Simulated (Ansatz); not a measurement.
LaCuSeO:
```cif
data_Cu2La2O2Se2
_chemical_formula_sum 'La2 Cu2 Se2 O2'
_space_group_name_H-M_alt 'P 1'
_space_group_IT_number 1
_cell_length_a 4.01623
_cell_length_b 4.01623
_cell_length_c 8.63753
_cell_angle_alpha 90.000
_cell_angle_beta 90.000
_cell_angle_gamma 90.000
loop_
_space_group_symop_operation_xyz
  'x, y, z'
loop_
_atom_site_label
_atom_site_type_symbol
_atom_site_fract_x
_atom_site_fract_y
_atom_site_fract_z
_atom_site_occupancy
La1 La 0.00000 0.50000 0.85727 1
La2 La 0.50000 0.00000 0.14273 1
Cu1 Cu 0.50000 0.50000 0.50000 1
Cu2 Cu 0.00000 0.00000 0.50000 1
Se1 Se 0.00000 0.50000 0.33142 1
Se2 Se 0.50000 0.00000 0.66858 1
O1 O 0.50000 0.50000 0.00000 1
O2 O 0.00000 0.00000 0.00000 1
```

Relaxed with PBEsol. PBEsol (plane waves, PAW; program Ansatz) gives a gap of 1.42 eV.

Task: What gap does HSE06 give on the same cell (Ansatz, PAW)?

Result: 2.65 eV, 1.24 eV more. The hybrid was solved on a coarser mesh and at special points; its gap is the smallest among all of these.

```tsv
k	v1 PBEsol	c1 PBEsol	v1 HSE06	c1 HSE06
Γ	0.00	1.42	0.00	2.65
Z	-0.13	1.47	-0.14	2.74
M	-1.36	2.41	[?]	[?]
A	-1.36	2.57	[?]	[?]
R	-0.75	2.09	[?]	[?]
X	-0.80	2.06	[?]	[?]
```

Task: Top valence (v1) and lowest conduction level (c1) in eV from each method's valence maximum (which need not be a listed point): supply the withheld HSE06 values.

Result: 
- M, v1 HSE06: -1.94
- M, c1 HSE06: 3.54
- A, v1 HSE06: -1.94
- A, c1 HSE06: 3.80
- X, v1 HSE06: -0.93
- X, c1 HSE06: 3.34
- R, v1 HSE06: -0.87
- R, c1 HSE06: 3.40

Cost on shared cores: the PBEsol run (SCF on a 7×7×4 mesh, then bands and DOS) very roughly 60 core-seconds, the HSE06 run (SCF on 4×4×2, then a few points) roughly 3.0 core-minutes; the tasks are unlike.

Space group P4/nmm. The workflow started from a Materials Project entry (that database holds measured and hypothetical structures alike); the Crystallography Open Database files this formula in space group No. 129, but the cells were not matched. Its standing as an ambient phase is unchecked. The cell was relaxed with PBEsol under the symmetry of its start; its stability against distortions is not shown here. No spin polarisation was allowed. No Hubbard U is applied. Scalar-relativistic: spin–orbit coupling is off unless named, which matters more the heavier the elements.

Potentials: the later of the program's two PAW sets.
